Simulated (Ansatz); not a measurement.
Relaxed-ion elastic tensor of SiNi₃ (Cu3Au type, Pm-3m) in GPa (Voigt order), DFT-PBEsol in the program Ansatz with PAW potentials; density 8.18 g/cm³, 10.36 Å³ per atom.

```
360  181  181  0.0  0.0  0.0
181  360  181  0.0  0.0  0.0
181  181  360  0.0  0.0  0.0
0.0  0.0  0.0  148  0.0  0.0
0.0  0.0  0.0  0.0  148  0.0
0.0  0.0  0.0  0.0  0.0  148
```

Is the crystal mechanically stable?

Yes: the smallest eigenvalue of C is 148 GPa.

Work out the Voigt, Reuss and Hill averages.

K_V = 240, K_R = 240, K_H = 240; G_V = 124, G_R = 117, G_H = 121 GPa.

Give Young's modulus, Poisson's ratio, Pugh's ratio and the universal anisotropy index.

E = 9KG/(3K + G) = 311 GPa; ν = 0.28; K/G = 1.99 (ductile by the Pugh limit of 1.75); A_U = 5G_V/G_R + K_V/K_R − 6 = 0.30.

Estimate the sound speeds and the Debye temperature.

v_l = √((K + 4G/3)/ρ) = 7010 m/s, v_t = √(G/ρ) = 3840 m/s, mean 4290 m/s; Θ = (h/k)(3n/4πV)^(1/3) v_m = 585 K.

Give the Zener ratio and Young's modulus along [100], [110] and [111].

A = 2C44/(C11 − C12) = 1.64; 1/E = S11 − 2(S11 − S12 − S44/2)Γ with Γ = 0, 1/4, 1/3 gives 240, 324, 367 GPa.

Solve the Christoffel equation for the three sound speeds along [100], [110], [111].

Eigenvalues of C_ijkl n_j n_l equal ρv². In km/s, slowest first: [100] 4.25, 4.25, 6.64; [110] 3.31, 4.25, 7.15; [111] 3.65, 3.65, 7.31.

The cell was relaxed with PBEsol under the symmetry of its start; of distortions, only those at the zone centre were tested. The workflow began spin-polarised and lost its moments. As this level gives no gap, shear constants depend on the k-mesh and smearing (Fermi–Dirac, 0.1 eV here).

Potentials: the later of the program's two PAW sets.
